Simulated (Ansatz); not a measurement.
EuGa3Cu in space group I4mm (No. 107; Eu on 2a, Cu on 2a, Ga on 4b, Ga on 2a), PBE in the plane-wave PAW code Ansatz, all energies at zero smearing, with the estimated change up to a 700 eV cutoff added, with one set of potentials and settings (totals compare only within such a set). Cell of 5 atoms (1 Eu, 1 Cu, 3 Ga): -26743.010 eV.

| element | reference phase | E (eV/atom) |
|---|---|---|
| Eu | Cmcm, 2 atoms in the cell, spin-polarised | -8766.4964 |
| Cu | Fm-3m, 1 atoms in the cell | -6625.1757 |
| Ga | Cmce, 4 atoms in the cell | -3783.0209 |

Formation energy per atom, worked out: (-26743.010 − 1×(-8766.4964) − 1×(-6625.1757) − 3×(-3783.0209))/5 = -0.455 eV/atom (-44 kJ per mol of atoms), at 0 K, without zero-point energy or fitted corrections.

The workflow started from an entry of the Crystallography Open Database (COD, 293 K). Its standing as an ambient phase is unchecked. The PBE relaxation kept the symmetry of its start; whether a distortion lowers the energy is not shown. Magnetic state: ferromagnetic, the only order run, not a proven ground state. Caveat: open 4f shells can settle in a state that is not the lowest. No Hubbard U is applied. The references are the lowest solids computed at this level, not always the standard phases. Spin–orbit coupling is left out wherever it is not named.

Potentials: the later of the program's two PAW sets.
